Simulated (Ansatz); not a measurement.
Relaxed-ion elastic tensor of Li (fcc (Cu type), space group No. 225) in GPa (Voigt order), PBEsol in the plane-wave PAW code Ansatz; density 0.57 g/cm³, 20.18 Å³ per atom.

```csv
,1,2,3,4,5,6
1,16.2,12.4,12.4,0.0,0.0,0.0
2,12.4,16.2,12.4,0.0,0.0,0.0
3,12.4,12.4,16.2,0.0,0.0,0.0
4,0.0,0.0,0.0,10.6,0.0,0.0
5,0.0,0.0,0.0,0.0,10.6,0.0
6,0.0,0.0,0.0,0.0,0.0,10.6
```

Q: Is the crystal mechanically stable?

A: Yes: the smallest eigenvalue of C is 3.8 GPa.

Q: Work out the Voigt, Reuss and Hill averages.

A: K_V = 13.7, K_R = 13.7, K_H = 13.7; G_V = 7.1, G_R = 3.7, G_H = 5.4 GPa.

Q: Give Young's modulus, Poisson's ratio, Pugh's ratio and the universal anisotropy index.

A: E = 9KG/(3K + G) = 14.3 GPa; ν = 0.33; K/G = 2.53 (ductile by the Pugh limit of 1.75); A_U = 5G_V/G_R + K_V/K_R − 6 = 4.56.

Q: Estimate the sound speeds and the Debye temperature.

A: v_l = √((K + 4G/3)/ρ) = 6050 m/s, v_t = √(G/ρ) = 3080 m/s, mean 3450 m/s; Θ = (h/k)(3n/4πV)^(1/3) v_m = 377 K.

Q: Give the Zener ratio and Young's modulus along [100], [110] and [111].

A: A = 2C44/(C11 − C12) = 5.62; 1/E = S11 − 2(S11 − S12 − S44/2)Γ with Γ = 0, 1/4, 1/3 gives 5.4, 13.2, 25.3 GPa.

Q: Solve the Christoffel equation for the three sound speeds along [100], [110], [111].

A: Eigenvalues of C_ijkl n_j n_l equal ρv². In km/s, slowest first: [100] 4.31, 4.31, 5.32; [110] 1.82, 4.31, 6.60; [111] 2.90, 2.90, 6.98.

Space group Fm-3m (fcc (Cu type)). The workflow started from a Materials Project entry (that database holds measured and hypothetical structures alike); the Crystallography Open Database files this formula in space group No. 225, but the cells were not matched. It is not the phase usual at ambient conditions (space group No. 229). The PBEsol relaxation kept the symmetry of its start; whether a distortion lowers the energy is not shown. As this level gives no gap, shear constants depend on the k-mesh and smearing (Fermi–Dirac, 0.1 eV here).

Potentials: the earlier of the program's two PAW sets. The files were generated under PBE; for other functionals the program regenerates the frozen cores, and for LDA and PBEsol the local potential too.
